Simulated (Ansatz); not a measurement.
LiNbO3: computed property card

LiNbO3:
```
LiNbO3
1.0
    2.60435     1.50362     4.73880
   -2.60435     1.50362     4.73880
    0.00000    -3.00724     4.73880
Li Nb O
2 2 6
Direct
  0.35672   0.35672   0.35672
  0.64328   0.64328   0.64328
  0.14372   0.14372   0.14372
  0.85628   0.85628   0.85628
  0.21555   0.56175   0.95604
  0.78445   0.43825   0.04396
  0.56175   0.95604   0.21555
  0.43825   0.04396   0.78445
  0.95604   0.21555   0.56175
  0.04396   0.78445   0.43825
```

Space group R-3 (No. 148); conventional cell a = 5.209 Å, b = 5.209 Å, c = 14.216 Å, α = 90.00°, β = 90.00°, γ = 120.00°.

Method: DFT-r²SCAN in the program Ansatz with PAW potentials. The cell and atoms are relaxed at this level. Other levels are named where they apply.

### Cell and energy

```json
{
 "volume_per_atom": "11.13 Å³",
 "density": "4.41 g/cm³",
 "Formation energy from the elements (no fitted shifts)": "-2.74 eV/atom"
}
```

### Electronic structure

```json
{
  "band_gap": "4.42 eV (smallest direct gap 4.43 eV)",
  "valence_band_maximum": "off the standard path, at k = (0.260, -0.219, 0.307) in fractions of the reciprocal vectors",
  "conduction_band_minimum": "off the standard path, at k = (0.167, -0.302, -0.323) in fractions of the reciprocal vectors",
  "electron_effective_mass": "1.1, 4.4, 29 mₑ (principal values)",
  "Electron effective mass with spin–orbit coupling": "1.1, 4.4, 29 mₑ (principal values)",
  "hole_effective_mass": "1.0, 2.2, 3.9 mₑ (principal values)",
  "Hole effective mass with spin–orbit coupling": "1.0, 2.2, 4.0 mₑ (principal values)",
  "HSE06 gap on the r²SCAN cell": "5.50 eV",
  "Gap with spin–orbit coupling": "4.42 eV"
}
```

### Mechanics

```json
{
 "Bulk modulus (Birch–Murnaghan fit)": "83.0 GPa",
 "Pressure derivative B′": "5.3",
 "Elastic constants (relaxed ions, GPa)": "C11 = 225, C12 = 109, C13 = 19.2, C14 = 9.2, C33 = 132, C44 = 21.8, C15 = 7.4",
 "mechanical_stability": "stable (all eigenvalues of C positive)",
 "hill_bulk_and_shear_moduli": "90.4 and 40.7 GPa",
 "Young's modulus": "106 GPa",
 "Poisson's ratio": "0.30",
 "debye_temperature_from_the_elastic_constants": "453 K"
}
```

### Dielectric response

```json
{
 "Electronic dielectric constant ε∞ (DFPT)": "4.66 (xx = yy), 3.14 (zz)",
 "Static dielectric constant ε0 (ions relaxed, cell fixed)": "27.0 (xx = yy), 11.0 (zz)",
 "Born charges (a third of the trace)": "Li +1.32, Nb +5.47, O -2.26 e"
}
```

### Phonons

```json
{
  "Highest zone-centre frequency (without LO–TO term)": "789 cm⁻¹",
  "zone_centre_stability": "no imaginary mode at Γ"
}
```

### Charges

```json
{
  "bader_charges": "Li +0.92, Nb +2.81, O -1.24 e"
}
```

The workflow started from a Materials Project entry (that database holds measured and hypothetical structures alike); the Crystallography Open Database files this formula in space group No. 148, but the cells were not matched. It is not the phase usual at ambient conditions (space group No. 161). Symmetry was held in the r²SCAN relaxation. The run is not spin-polarised. The references are the lowest solids computed at this level, not always the standard phases (solids in place of the gases). Spin–orbit coupling is left out wherever it is not named.

Potentials: the earlier of the program's two PAW sets. The files were generated under PBE; for other functionals the program regenerates the frozen cores, and for LDA and PBEsol the local potential too.
